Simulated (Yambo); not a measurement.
Yambo run on a free-standing Cu$_{2}$SO$_{4}$ monolayer (symmetry C222, slab cell 14.8 Å high). The wavefunctions are norm-conserving PBEsol (Quantum ESPRESSO, 92 Ry, no spin-orbit coupling) ones on a 4×4×1 mesh (34 occupied bands); a = 4.485 Å, b = 5.745 Å, c = 14.800 Å, α = 90.00°, β = 90.00°, γ = 112.97°.

Yambo input:

```
rim_cut
gw0
dyson
el_el_corr
HF_and_locXC
ppa
em1d
rim_w
RandQpts= 1000000
RandGvec= 2 Ry
CUTGeo= "slab z"
EXXRLvcs= 92 Ry
VXCRLvcs= 368 Ry
Chimod= "HARTREE"
% BndsRnXp
 9 | 81 |
%
NGsBlkXp= 5 Ry
% LongDrXp
 1.0 | 1.0 | 0.0 |
%
RandGvecW= 375 mRy
PPAPntXp= 27.2114 eV
% GbndRnge
 1 | 152 |
%
GTermKind= "BG"
DysSolver= "n"
ExtendOut
% QPkrange
 1 | 1 | 34 | 35 |
 3 | 3 | 34 | 34 |
%
```

k points by index: 1 = Γ, 3 = (0, -0.5).

The o-*.qp file then holds:

```
#    K-point    Band    Eo [eV]    E [eV]    E-Eo [eV]    Vxc [eV]    Vnlxc [eV]    Sc|Eo [eV]    Sc|E [eV]    dSc/dw|Eo [eV]    Re(Z)    Im(Z)
#
    1    34    -0.309874    -1.775683    -1.465809    -28.34003    -34.65607    4.352082    4.850239    -9.246120    0.746380    -0.002153
    1    35    2.159245    3.966178    1.806933    -19.68248    -15.62624    -1.807910    -2.249308    -6.646651    0.803687    -0.001778
    3    34    0.000000    -1.377107    -1.377107    -27.73702    -33.47324    3.911980    4.359112    -8.833699    0.754921    -0.002073
```
(The two width columns are left out.) Convergence of these settings isn't established.

Geometry relaxed with PBEsol.

This is a model layer cut from the bulk structure; whether it is stable on its own was not checked.
